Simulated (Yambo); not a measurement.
Yambo run on Na₂CO₃ (space group P6_3/mmc, No. 194). The wavefunctions are norm-conserving LDA (Quantum ESPRESSO, 88 Ry, no spin-orbit coupling) ones on a 3×3×2 mesh (40 occupied bands); a = b = 5.211 Å, c = 6.073 Å, α = β = 90.00°, γ = 120.00°.

Yambo input:

```
rim_cut
gw0
dyson
el_el_corr
HF_and_locXC
ppa
em1d
RandQpts= 1000000
RandGvec= 1 Ry
EXXRLvcs= 88 Ry
VXCRLvcs= 352 Ry
Chimod= "HARTREE"
% BndsRnXp
 5 | 220 |
%
NGsBlkXp= 7 Ry
% LongDrXp
 1.0 | 1.0 | 1.0 |
%
PPAPntXp= 27.2114 eV
% GbndRnge
 1 | 220 |
%
GTermKind= "none"
DysSolver= "n"
ExtendOut
% QPkrange
 1 | 1 | 40 | 41 |
%
```

k points by index: 1 = Γ.

The o-*.qp file then holds:

```
#    K-point    Band    Eo [eV]    E [eV]    E-Eo [eV]    Vxc [eV]    Vnlxc [eV]    Sc|Eo [eV]    Sc|E [eV]    dSc/dw|Eo [eV]    Re(Z)    Im(Z)
#
    1    40    0.000000    -1.459150    -1.459150    -20.35452    -26.51297    4.363928    4.699303    -6.253843    0.813123    -0.001089
    1    41    3.142652    4.666221    1.523569    -9.391409    -4.810517    -2.855826    -3.057323    -3.598623    0.883199    -0.730737E-3
```
(The two width columns are left out.) Convergence of these settings isn't established.

Geometry of the Materials Project entry, not relaxed at this level.

The structure is a Materials Project entry; no match was found in the copy of COD used, and its stability was not checked.
